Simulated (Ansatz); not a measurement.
# Relaxing a structure of Zn

The start is a generated trial cell of Zn in the fcc structure type. The cell and all atomic positions are relaxed at zero pressure with r2SCAN (plane waves to 500 eV, PAW, scalar-relativistic; Ansatz, a quantum-chemistry and plane-wave program). The first steps use a coarse 14×14×14 k-mesh.

Initial structure:
```yaml
crystal:
  lattice:
    - [0.00000, 1.96290, 1.96290]
    - [1.96290, 0.00000, 1.96290]
    - [1.96290, 1.96290, 0.00000]
  atoms:
    - { symbol: Zn, position: [0.00000, 0.00000, 0.00000] }
```

Q: What pressure does the first self-consistent step give?

A: -4.0 GPa (negative: the cell is under tension).

Q: By how much does the energy per atom fall from start to end?

A: 0.01 eV/atom.

Q: How does the volume per atom move from start to end?

A: -5.5 %, from 15.13 to 14.29 Å³/atom.

Q: How do the shortest distances between atoms change?

A: The closest pairs of elements (up to four, under 3.6 Å), start → end: Zn–Zn 2.78 → 2.72 Å.

Q: Is the relaxed structure metallic? Give its gap.

A: Zero (metallic).

Q: Give the final cell and atomic positions.

A: 
```cif
data_Zn4
_chemical_formula_sum 'Zn4'
_space_group_name_H-M_alt 'Fm-3m'
_space_group_IT_number 225
_space_group_name_Hall '-F 4 2 3'
_cell_length_a 3.85196
_cell_length_b 3.85196
_cell_length_c 3.85196
_cell_angle_alpha 90.000
_cell_angle_beta 90.000
_cell_angle_gamma 90.000
loop_
_atom_site_label
_atom_site_type_symbol
_atom_site_symmetry_multiplicity
_atom_site_Wyckoff_symbol
_atom_site_fract_x
_atom_site_fract_y
_atom_site_fract_z
_atom_site_occupancy
Zn1 Zn 4 a 0.00000 0.00000 0.00000 1
```
(The calculation used a cell of 1 atom; values per cell refer to that cell.)

The space group stays Fm-3m (No. 225) (the run could not lower it); the end is fcc (Cu type), with 1 atom in the primitive cell. Final values are on a 21×21×21 k-mesh of the relaxed cell. No spin polarisation in the result.

The run could not lose the symmetry of its start, so the end can be a saddle point.

The relaxed structure here is a generated cell of Zn: the first start was made by placing the elements on the sites of a structure type, and the end was not matched to a known phase here, so it may be hypothetical. Known forms of Zn include space group No. 194.
